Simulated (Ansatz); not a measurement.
IrO$_{2}$:
```xyz
3
Lattice="0.0000 2.4771 2.4771 2.4771 0.0000 2.4771 2.4771 2.4771 0.0000" Properties=species:S:1:pos:R:3 pbc="T T T"
Ir     0.0000     0.0000     0.0000
O      1.2385     1.2385     1.2385
O      3.7156     3.7156     3.7156
```

Relaxed with PBE. Special points in fractions of this cell's reciprocal vectors: Γ (0.000, 0.000, 0.000); X (0.500, 0.000, 0.500); U (0.625, 0.250, 0.625); K (0.375, 0.375, 0.750); L (0.500, 0.500, 0.500); W (0.500, 0.250, 0.750).

Task: List the band energies nearest the Fermi level at these points for PBE in the plane-wave PAW code Ansatz.

Result: In eV from the Fermi level; about four levels below and three above (degenerate sets whole), none deeper than 8.9 eV; … stands for higher levels left out; points with the same levels are listed once.

```tsv
k	below	above
Γ	-3.23 -3.23 -3.23 -2.86 -2.86	2.84 2.84 2.84
X	-2.46 -2.17 -2.11 -0.82	1.27 1.27 …
U	-2.92 -1.98 -1.83 -0.30	0.58 1.46 …
L	-4.77 -4.77 -2.49 -2.49 -0.82	2.28 2.28 …
W	-2.10 -1.35 -0.09 -0.09	1.43 …
```

Space group Fm-3m (fluorite). The cell is a constructed one: a structure type filled with these elements; neither database checked (COD, Materials Project) lists it. It is not the phase usual at ambient conditions (space group No. 136). Symmetry was held in the PBE relaxation; its stability against distortions is not shown here. No spin polarisation was allowed. With an odd number of electrons in the cell and no spin polarisation, the count alone makes it a metal. Spin–orbit coupling is left out wherever it is not named.

Potentials: the later of the program's two PAW sets.
